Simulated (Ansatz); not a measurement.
**Question.** Name crystals whose computed values (r²SCAN (plane waves, PAW; program Ansatz)) fall in these windows: B₀ by P(V) fit (GPa) 37 to 50; Θ_D (K) 300 to 380; G_Hill (GPa) 11 to 15.

**Answer.** 

```tsv
crystal	B₀ by P(V) fit (GPa)	Θ_D (K)	G_Hill (GPa)
NaF, P6_3/mmc (Na on 2d, F on 2c)	42.2	328	13.7
```
Others may fit too.

Typed or built starts, not in the databases checked: NaF, P6_3/mmc (Na on 2d, F on 2c). Not the usual ambient phase: NaF, P6_3/mmc (Na on 2d, F on 2c). The cell was relaxed under the symmetry of its start.

Potentials: the later of the program's two PAW sets.
